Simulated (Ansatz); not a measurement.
Cu Kα1 powder pattern (kinematic, no thermal factors).
```csv
2θ (°),relative intensity
14.65,50
24.42,14
28.60,58
29.55,6
32.46,90
35.78,9
38.70,100
41.03,7
43.80,33
44.46,4
44.98,16
50.05,25
51.37,85
52.44,3
56.56,16
59.20,2
60.93,27
61.34,10
63.04,3
67.97,10
69.16,2
69.55,8
69.96,1
71.13,12
73.40,1
75.33,6
78.86,12
80.66,3
81.05,22
83.01,8
84.41,8
85.27,5
86.29,10
89.01,10
89.65,4
```

The pattern is computed from a structure relaxed with Ansatz, DFT PBE, scalar-relativistic, plane waves, PAW. No spin polarisation. Its elements are Al, P.

Give the structure.

Al2P.
Space group Pmmm (No. 47). a = 2.756 Å, b = 3.642 Å, c = 6.041 Å, α = 90.00°, β = 90.00°, γ = 90.00°
| atom | site | symmetry | x | y | z |
| --- | --- | --- | --- | --- | --- |
| Al | 2s | mm2 | 0.5000 | 0.0000 | 0.2225 |
| P | 1h | mmm | 0.5000 | 0.5000 | 0.5000 |

A pattern alone doesn't exclude other cells with like lines; this is the one computed.

The structure comes from a generated guess; another structure or a mixture of phases may lie lower.
